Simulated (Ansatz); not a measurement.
Sheets of one type (MA2Z4 (prismatic core, outer Z over the empty site)-type), the program Ansatz at the r²SCAN+D4 level (PAW); HSE06 gaps on those cells.

```
layer     a (Å)  thickness (Å)
--------  -----  -------------
TaP4Si2   3.521           9.31
MoAs4Si2  3.587           9.80
MoP4Si2     [?]            [?]
VP4Si2    3.471           9.16
```

Problem. Some entries are withheld; supply them.

Solution. 
- MoP4Si2, a (Å): 3.452
- MoP4Si2, thickness (Å): 9.29

Spin orders computed, not proven ground states: VP4Si2, MA2Z4 (prismatic core, outer Z over the empty site)-type layer ferromagnetic. Began spin-polarised and lost the moments: TaP4Si2, MA2Z4 (prismatic core, outer Z over the empty site)-type layer. All cells were relaxed under the symmetry of their starts (and spin orders); stability against distortions was not tested throughout. Rows with no word on spin ran without spin polarisation. Scalar-relativistic: spin–orbit coupling is off unless named, which matters more the heavier the elements. Constructed layers (a layer type filled with these elements): TaP4Si2, MA2Z4 (prismatic core, outer Z over the empty site)-type layer; MoAs4Si2, MA2Z4 (prismatic core, outer Z over the empty site)-type layer; MoP4Si2, MA2Z4 (prismatic core, outer Z over the empty site)-type layer; VP4Si2, MA2Z4 (prismatic core, outer Z over the empty site)-type layer.

Potentials: the later of the program's two PAW sets.
